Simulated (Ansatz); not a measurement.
Ca:
Space group Fm-3m (No. 225); a = 5.5257 Å, b = 5.5257 Å, c = 5.5257 Å, α = 90.00°, β = 90.00°, γ = 90.00°

```json
[
 {"atom": "Ca", "site": "4a", "symmetry": "m-3m", "x": "0.0000", "y": "0.0000", "z": "0.0000"}
]
```
(The calculation used a cell of 1 atom; values per cell refer to that cell.)

This is the PBE-relaxed structure.

### Question
All from PBE in the plane-wave PAW code Ansatz, unless another level is named. Predict the Young's modulus.

### Answer
22.5 GPa.

### Question
Predict the elastic constants (relaxed ions, GPa).

### Answer
C11 = 22.2, C12 = 15.1, C44 = 15.7.

The cell was relaxed with PBE under the symmetry of its start. As this level gives no gap, shear constants depend on the k-mesh and smearing (Fermi–Dirac, 0.1 eV here).

Potentials: the later of the program's two PAW sets.
